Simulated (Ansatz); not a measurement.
MgS:
```cif
data_Mg4S4
_chemical_formula_sum 'Mg4 S4'
_space_group_name_H-M_alt 'Fm-3m'
_space_group_IT_number 225
_space_group_name_Hall '-F 4 2 3'
_cell_length_a 5.20511
_cell_length_b 5.20511
_cell_length_c 5.20511
_cell_angle_alpha 90.000
_cell_angle_beta 90.000
_cell_angle_gamma 90.000
loop_
_atom_site_label
_atom_site_type_symbol
_atom_site_symmetry_multiplicity
_atom_site_Wyckoff_symbol
_atom_site_fract_x
_atom_site_fract_y
_atom_site_fract_z
_atom_site_occupancy
Mg1 Mg 4 a 0.00000 0.00000 0.00000 1
S1 S 4 b 0.50000 0.50000 0.50000 1
```
(The calculation used a cell of 2 atoms; values per cell refer to that cell.)

Relaxed with r²SCAN. r²SCAN (plane waves, PAW; program Ansatz) gives a gap of 3.47 eV.

Problem. What gap does HSE06 give on the same cell (Ansatz, PAW)?

Solution. 3.80 eV, 0.33 eV more. The hybrid was solved on a coarser mesh and at special points; its gap is the smallest among all of these.

```
k  v1 r²SCAN  c1 r²SCAN    v1 HSE06    c1 HSE06
-  ---------  ---------  ----------  ----------
Γ       0.00       4.64  (withheld)  (withheld)
X      -1.72       3.47       -1.84        3.80
L      -0.62       5.22  (withheld)  (withheld)
W      -2.34       5.92  (withheld)  (withheld)
K      -1.40       4.56  (withheld)  (withheld)
```

Problem. Top valence (v1) and lowest conduction level (c1) in eV from each method's valence maximum (which need not be a listed point): supply the withheld HSE06 values.

Solution. 
- W, v1 HSE06: -2.51
- W, c1 HSE06: 6.39
- Γ, v1 HSE06: 0.00
- Γ, c1 HSE06: 4.82
- L, v1 HSE06: -0.65
- L, c1 HSE06: 5.56
- K, v1 HSE06: -1.48
- K, c1 HSE06: 4.95

Cost on shared cores: the r²SCAN run (SCF on a 9×9×9 mesh, then bands and DOS) around 21 core-seconds (rough), the HSE06 run (SCF on 7×7×7, then a few points) about 100 core-seconds (a rough figure); the tasks are unlike.

The r²SCAN relaxation kept the symmetry of its start.

Potentials: the earlier of the program's two PAW sets.
